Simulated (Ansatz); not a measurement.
## Eigenvalues along a path: RbCd (NaTl type)

```xyz
4
Lattice="0.0000 4.3862 4.3862 4.3862 0.0000 4.3862 4.3862 4.3862 0.0000" Properties=species:S:1:pos:R:3 pbc="T T T"
Rb    1.0965    1.0965    1.0965
Rb   -1.0965   -1.0965   -1.0965
Cd    3.2896    3.2896    3.2896
Cd   -3.2896   -3.2896   -3.2896
```

The cell comes from a relaxation on PAW files under the same functional, begun from a prototype that needn't be the stable phase.

All numbers are PBE results (scalar-relativistic) from Ansatz 0.2.0, with a Γ-centred 7×7×7 k mesh, Fermi–Dirac smearing of 0.05 eV, no spin polarisation. Methods: LAPW: all electrons, basis error target 0.5 meV/atom.

Path points, in fractions of the reciprocal vectors: Γ (0.000, 0.000, 0.000), X (0.500, 0.000, 0.500), U (0.625, 0.250, 0.625), K (0.375, 0.375, 0.750), L (0.500, 0.500, 0.500), W (0.500, 0.250, 0.750). The distance column jumps between branches of the path. Levels in eV from the Fermi level; bands 21 to 45, counted from the lowest band of the run. The gap is zero, the pressure 0.02 GPa.

```
# k(1/Å) point b21 b22 b23 b24 b25 b26 b27 b28 b29 b30 b31 b32 b33 b34 b35 b36 b37 b38 b39 b40 b41 b42 b43 b44 b45
0.000 Γ -12.86 -12.86 -12.86 -12.56 -12.56 -12.56 -8.72 -8.72 -8.71 -8.71 -8.71 -8.60 -8.60 -8.60 -8.60 -8.60 -4.93 -0.64 0.90 0.90 0.90 1.70 1.70 1.70 2.44
0.102 - -12.86 -12.86 -12.85 -12.56 -12.55 -12.55 -8.72 -8.72 -8.71 -8.71 -8.71 -8.61 -8.60 -8.60 -8.60 -8.59 -4.89 -0.83 0.80 0.80 0.99 1.50 1.85 1.85 2.48
0.205 - -12.87 -12.87 -12.84 -12.58 -12.54 -12.54 -8.72 -8.72 -8.72 -8.71 -8.70 -8.62 -8.60 -8.59 -8.59 -8.59 -4.76 -1.23 0.62 0.62 1.12 1.17 2.17 2.17 2.58
0.307 - -12.89 -12.89 -12.83 -12.60 -12.52 -12.52 -8.72 -8.72 -8.72 -8.70 -8.68 -8.64 -8.61 -8.59 -8.59 -8.59 -4.55 -1.70 0.46 0.46 0.78 1.38 2.55 2.55 2.74
0.409 - -12.91 -12.91 -12.81 -12.63 -12.50 -12.50 -8.73 -8.73 -8.72 -8.69 -8.67 -8.66 -8.62 -8.59 -8.58 -8.58 -4.29 -2.15 0.32 0.32 0.55 1.49 2.95 2.95 2.97
0.512 - -12.93 -12.93 -12.78 -12.66 -12.49 -12.49 -8.73 -8.73 -8.72 -8.68 -8.68 -8.65 -8.63 -8.60 -8.58 -8.58 -3.98 -2.56 0.23 0.23 0.46 1.35 3.21 3.26 3.33
0.614 - -12.94 -12.94 -12.75 -12.69 -12.48 -12.48 -8.73 -8.73 -8.72 -8.69 -8.67 -8.64 -8.63 -8.61 -8.58 -8.58 -3.64 -2.94 0.18 0.18 0.52 1.04 3.61 3.64 3.66
0.716 X -12.94 -12.94 -12.72 -12.72 -12.47 -12.47 -8.73 -8.73 -8.71 -8.71 -8.65 -8.65 -8.62 -8.62 -8.57 -8.57 -3.30 -3.30 0.16 0.16 0.73 0.73 3.84 3.84 4.03
0.752 - -12.94 -12.94 -12.72 -12.72 -12.47 -12.47 -8.74 -8.73 -8.71 -8.71 -8.65 -8.65 -8.62 -8.62 -8.57 -8.57 -3.30 -3.29 0.09 0.16 0.74 0.81 3.81 3.84 3.93
0.789 - -12.94 -12.94 -12.72 -12.72 -12.47 -12.47 -8.74 -8.73 -8.71 -8.70 -8.65 -8.65 -8.62 -8.62 -8.57 -8.57 -3.31 -3.28 -0.05 0.15 0.76 0.98 3.77 3.77 3.80
0.825 - -12.94 -12.94 -12.73 -12.71 -12.48 -12.47 -8.74 -8.73 -8.71 -8.70 -8.66 -8.65 -8.63 -8.62 -8.57 -8.57 -3.32 -3.26 -0.21 0.15 0.80 1.19 3.58 3.61 3.73
0.861 - -12.95 -12.93 -12.73 -12.70 -12.48 -12.47 -8.74 -8.73 -8.70 -8.69 -8.66 -8.65 -8.63 -8.62 -8.57 -8.57 -3.34 -3.23 -0.36 0.14 0.85 1.42 3.37 3.45 3.70
0.897 - -12.95 -12.93 -12.74 -12.69 -12.48 -12.47 -8.74 -8.73 -8.70 -8.69 -8.66 -8.65 -8.64 -8.62 -8.57 -8.57 -3.36 -3.19 -0.50 0.13 0.92 1.65 3.17 3.30 3.67
0.933 - -12.95 -12.93 -12.75 -12.68 -12.48 -12.47 -8.75 -8.73 -8.70 -8.68 -8.66 -8.65 -8.64 -8.62 -8.57 -8.57 -3.40 -3.14 -0.62 0.13 1.00 1.89 2.98 3.16 3.64
0.969 U -12.95 -12.93 -12.76 -12.67 -12.49 -12.47 -8.75 -8.73 -8.70 -8.67 -8.66 -8.65 -8.65 -8.62 -8.57 -8.57 -3.44 -3.08 -0.72 0.12 1.10 2.12 2.80 3.02 3.63
1.408 K -12.95 -12.93 -12.76 -12.67 -12.49 -12.47 -8.75 -8.73 -8.70 -8.67 -8.66 -8.65 -8.65 -8.62 -8.57 -8.57 -3.44 -3.08 -0.72 0.12 1.10 2.12 2.80 3.02 3.63
1.517 - -12.95 -12.92 -12.78 -12.64 -12.50 -12.47 -8.75 -8.73 -8.70 -8.67 -8.66 -8.65 -8.65 -8.62 -8.57 -8.57 -3.64 -2.85 -0.87 0.11 1.43 2.35 2.66 2.74 3.61
1.625 - -12.94 -12.90 -12.81 -12.61 -12.51 -12.48 -8.74 -8.73 -8.70 -8.69 -8.67 -8.64 -8.63 -8.62 -8.57 -8.57 -3.91 -2.55 -0.79 0.15 1.63 2.20 2.36 2.79 3.59
1.734 - -12.92 -12.89 -12.83 -12.59 -12.53 -12.50 -8.74 -8.73 -8.71 -8.69 -8.68 -8.63 -8.62 -8.61 -8.58 -8.58 -4.22 -2.17 -0.52 0.24 1.46 2.12 2.40 2.46 3.45
1.842 - -12.90 -12.88 -12.85 -12.58 -12.54 -12.52 -8.73 -8.73 -8.71 -8.70 -8.69 -8.62 -8.61 -8.60 -8.59 -8.58 -4.51 -1.74 -0.11 0.39 1.26 1.94 2.00 2.50 3.21
1.951 - -12.88 -12.86 -12.85 -12.57 -12.55 -12.54 -8.72 -8.72 -8.72 -8.71 -8.70 -8.61 -8.61 -8.60 -8.59 -8.58 -4.74 -1.27 0.36 0.59 1.11 1.73 1.81 2.24 2.81
2.059 - -12.86 -12.86 -12.86 -12.56 -12.56 -12.55 -8.72 -8.72 -8.71 -8.71 -8.71 -8.61 -8.60 -8.60 -8.59 -8.59 -4.88 -0.84 0.76 0.80 0.97 1.64 1.73 1.87 2.53
2.168 Γ -12.86 -12.86 -12.86 -12.56 -12.56 -12.56 -8.72 -8.72 -8.71 -8.71 -8.71 -8.60 -8.60 -8.60 -8.60 -8.60 -4.93 -0.64 0.90 0.90 0.90 1.70 1.70 1.70 2.44
2.256 - -12.86 -12.86 -12.86 -12.56 -12.56 -12.56 -8.72 -8.72 -8.71 -8.71 -8.71 -8.60 -8.60 -8.60 -8.59 -8.59 -4.90 -0.78 0.83 0.83 0.92 1.70 1.75 1.75 2.52
2.345 - -12.86 -12.86 -12.86 -12.56 -12.55 -12.55 -8.72 -8.72 -8.71 -8.71 -8.71 -8.61 -8.61 -8.60 -8.59 -8.59 -4.80 -1.11 0.67 0.67 0.80 1.85 1.85 1.97 2.73
2.434 - -12.87 -12.87 -12.86 -12.56 -12.54 -12.54 -8.72 -8.72 -8.71 -8.70 -8.70 -8.61 -8.61 -8.60 -8.59 -8.59 -4.64 -1.51 0.50 0.50 0.58 1.98 1.98 2.50 3.00
2.522 - -12.88 -12.88 -12.87 -12.56 -12.53 -12.53 -8.72 -8.72 -8.72 -8.70 -8.70 -8.62 -8.62 -8.61 -8.58 -8.58 -4.44 -1.93 0.35 0.35 0.42 2.12 2.12 3.08 3.26
2.611 - -12.89 -12.89 -12.87 -12.56 -12.52 -12.52 -8.73 -8.73 -8.72 -8.69 -8.69 -8.62 -8.62 -8.61 -8.58 -8.58 -4.20 -2.32 0.24 0.24 0.33 2.25 2.25 3.17 3.44
2.699 - -12.90 -12.90 -12.88 -12.56 -12.52 -12.52 -8.73 -8.73 -8.72 -8.69 -8.69 -8.62 -8.62 -8.61 -8.58 -8.58 -3.98 -2.65 0.17 0.17 0.30 2.34 2.34 2.96 3.55
2.788 L -12.90 -12.90 -12.88 -12.55 -12.52 -12.52 -8.73 -8.73 -8.71 -8.69 -8.69 -8.62 -8.62 -8.61 -8.58 -8.58 -3.87 -2.79 0.15 0.15 0.30 2.38 2.38 2.87 3.58
2.860 - -12.91 -12.90 -12.86 -12.56 -12.51 -12.51 -8.73 -8.73 -8.71 -8.69 -8.68 -8.62 -8.62 -8.62 -8.58 -8.58 -3.86 -2.79 -0.14 0.15 0.62 2.32 2.40 2.87 3.58
2.933 - -12.93 -12.90 -12.84 -12.59 -12.51 -12.50 -8.74 -8.73 -8.71 -8.68 -8.68 -8.63 -8.63 -8.62 -8.58 -8.58 -3.82 -2.79 -0.43 0.13 1.02 2.18 2.46 2.86 3.58
3.005 - -12.94 -12.91 -12.82 -12.61 -12.50 -12.48 -8.74 -8.73 -8.70 -8.68 -8.67 -8.64 -8.63 -8.62 -8.58 -8.57 -3.75 -2.81 -0.64 0.10 1.39 2.03 2.52 2.84 3.58
3.078 - -12.95 -12.92 -12.79 -12.64 -12.50 -12.48 -8.74 -8.73 -8.70 -8.68 -8.67 -8.65 -8.64 -8.62 -8.57 -8.57 -3.65 -2.86 -0.75 0.02 1.73 1.91 2.54 2.79 3.59
3.150 - -12.95 -12.93 -12.77 -12.66 -12.49 -12.47 -8.75 -8.74 -8.69 -8.67 -8.66 -8.66 -8.64 -8.63 -8.57 -8.57 -3.54 -2.96 -0.74 -0.12 1.88 1.99 2.47 2.72 3.61
3.222 - -12.95 -12.94 -12.74 -12.69 -12.48 -12.47 -8.75 -8.74 -8.69 -8.67 -8.67 -8.65 -8.65 -8.63 -8.57 -8.57 -3.40 -3.10 -0.64 -0.29 1.93 2.13 2.40 2.63 3.66
3.295 W -12.94 -12.94 -12.71 -12.71 -12.48 -12.48 -8.74 -8.74 -8.68 -8.68 -8.66 -8.66 -8.64 -8.64 -8.57 -8.57 -3.25 -3.25 -0.48 -0.48 2.05 2.05 2.50 2.50 3.74
3.346 - -12.94 -12.94 -12.71 -12.71 -12.48 -12.48 -8.74 -8.74 -8.68 -8.68 -8.66 -8.66 -8.64 -8.64 -8.57 -8.57 -3.25 -3.25 -0.46 -0.46 1.93 1.93 2.62 2.62 3.74
3.397 - -12.94 -12.94 -12.71 -12.71 -12.47 -12.47 -8.74 -8.74 -8.69 -8.69 -8.66 -8.66 -8.64 -8.64 -8.57 -8.57 -3.26 -3.26 -0.40 -0.40 1.71 1.71 2.85 2.85 3.75
3.448 - -12.94 -12.94 -12.72 -12.72 -12.47 -12.47 -8.74 -8.74 -8.69 -8.69 -8.66 -8.66 -8.63 -8.63 -8.57 -8.57 -3.27 -3.27 -0.31 -0.31 1.47 1.47 3.09 3.09 3.76
3.499 - -12.94 -12.94 -12.72 -12.72 -12.47 -12.47 -8.74 -8.74 -8.70 -8.70 -8.65 -8.65 -8.63 -8.63 -8.57 -8.57 -3.28 -3.28 -0.19 -0.19 1.23 1.23 3.35 3.35 3.78
3.550 - -12.94 -12.94 -12.72 -12.72 -12.47 -12.47 -8.74 -8.74 -8.70 -8.70 -8.65 -8.65 -8.62 -8.62 -8.57 -8.57 -3.29 -3.29 -0.04 -0.04 1.00 1.00 3.61 3.61 3.82
3.602 - -12.94 -12.94 -12.72 -12.72 -12.47 -12.47 -8.74 -8.74 -8.71 -8.71 -8.65 -8.65 -8.62 -8.62 -8.57 -8.57 -3.30 -3.30 0.09 0.09 0.81 0.81 3.81 3.81 3.91
3.653 X -12.94 -12.94 -12.72 -12.72 -12.47 -12.47 -8.73 -8.73 -8.71 -8.71 -8.65 -8.65 -8.62 -8.62 -8.57 -8.57 -3.30 -3.30 0.16 0.16 0.73 0.73 3.84 3.84 4.03
```
